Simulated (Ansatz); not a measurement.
# Comparing deformations in Li

Theory: DFT r2SCAN, scalar-relativistic, plane waves, PAW (Ansatz). Cutoff 500 eV, Γ-centred 18×18×10 k-points, Gaussian smearing of 0.15 eV. No spin polarisation. Energies are free energies at this smearing, counted from the undisturbed cell; pressure is positive in compression.

The starting cell (as given, not relaxed at this level; it stands at -0.2 GPa; this form isn't the usual structure):

```yaml
crystal:
  lattice:
    - [3.11100, 0.00000, 0.00000]
    - [-1.55550, 2.69421, 0.00000]
    - [0.00000, 0.00000, 5.09300]
  atoms:
    - { symbol: Li, position: [0.33333, 0.66667, 0.25000] }
    - { symbol: Li, position: [0.66667, 0.33333, 0.75000] }
```

The cell is strained by ε times a Voigt pattern (xx, yy, zz, yz, xz, xy; engineering shear) with fractional coordinates fixed. τ = (1/V0) dE/dε comes from the stress tensor. Of each scan, only the three points used here are listed.

| pattern | ε | τ (GPa) |
| --- | --- | --- |
| (0, 0, 0, 1, 0, 0) | -0.0050 | -0.0177 |
| (0, 0, 0, 1, 0, 0) | 0.0000 | 0.0000 |
| (0, 0, 0, 1, 0, 0) | 0.0050 | 0.0177 |
| (0, 1, 0, 0, 0, 0) | -0.0100 | -0.016 |
| (0, 1, 0, 0, 0, 0) | 0.0000 | 0.235 |
| (0, 1, 0, 0, 0, 0) | 0.0100 | 0.477 |

Which constants do the scans give, and which deformation costs least for the same size of strain tensor?

The slope dτ/dε at zero (parabola through three points) is pᵀCp: (0, 0, 0, 1, 0, 0) gives C44 = 3.5 GPa; (0, 1, 0, 0, 0, 0) gives C22 = 24.7 GPa. The size of the strain tensor, ε:ε, is ε² times 0.5, 1.0. Per unit of it the stiffnesses are 7.1, 24.7 GPa, so (0, 0, 0, 1, 0, 0) is the softest of these: at ε:ε = (1 %)² the quadratic term costs 0.05 meV/atom against 0.16 for the stiffest. These are clamped-ion values. The starting stress shifts them by about its own size.

In a metal these slopes depend on the k mesh and the smearing.